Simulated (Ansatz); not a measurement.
Relaxed-ion elastic tensor of Sr (diamond, Fd-3m) in GPa (Voigt order), plane-wave PAW PBEsol (Ansatz code); density 1.40 g/cm³, 103.87 Å³ per atom.

```tsv
	1	2	3	4	5	6
1	0.1	4.2	4.2	0.0	0.0	0.0
2	4.2	0.1	4.2	0.0	0.0	0.0
3	4.2	4.2	0.1	0.0	0.0	0.0
4	0.0	0.0	0.0	-5.8	0.0	0.0
5	0.0	0.0	0.0	0.0	-5.8	0.0
6	0.0	0.0	0.0	0.0	0.0	-5.8
```

Is the crystal mechanically stable?

No: the smallest eigenvalue of C is -5.8 GPa.

The start of the workflow was typed in or built on a structure type; neither database checked (COD, Materials Project) lists it. It is not the phase usual at ambient conditions (space group No. 225). The cell was relaxed with PBEsol under the symmetry of its start. At this level the phase is mechanically unstable. The volume moved by 16 % from the start of the relaxation. As this level gives no gap, shear constants depend on the k-mesh and smearing (Fermi–Dirac, 0.1 eV here).

Potentials: the later of the program's two PAW sets.
